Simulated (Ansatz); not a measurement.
SiSn:
```xyz
2
Lattice="3.4962 0.0000 0.0000 0.0000 3.4962 0.0000 0.0000 0.0000 3.4962" Properties=species:S:1:pos:R:3 pbc="T T T"
Sn     0.0000     0.0000     0.0000
Si     1.7481     1.7481     1.7481
```

Relaxed with PBE. Special points in fractions of this cell's reciprocal vectors: Γ (0.000, 0.000, 0.000); X (0.000, 0.500, 0.000); M (0.500, 0.500, 0.000); R (0.500, 0.500, 0.500).

**Question.** List the band energies nearest the Fermi level at these points for PBE (plane waves, PAW; program Ansatz).

**Answer.** In eV from the Fermi level; about four levels below and three above (degenerate sets whole), none deeper than 8.9 eV; … stands for higher levels left out; points with the same levels are listed once.

| k | below | above |
|---|---|---|
| Γ | -1.41 -0.50 -0.50 -0.50 | 3.56 3.56 … |
| X | -8.87 | 2.15 2.15 2.74 |
| M | -6.53 -6.30 -5.01 -5.01 | 3.02 5.52 6.24 6.24 |
| R | -1.79 -1.79 -1.79 -1.79 -1.79 -1.79 | … |

Space group Pm-3m (CsCl type). A made-up cell: these elements were put on the sites of a structure type; neither database checked (COD, Materials Project) lists it. Its standing as an ambient phase is unchecked. Symmetry was held in the PBE relaxation. At this level the phase is mechanically unstable. Spin–orbit coupling is left out wherever it is not named.

Potentials: the later of the program's two PAW sets.
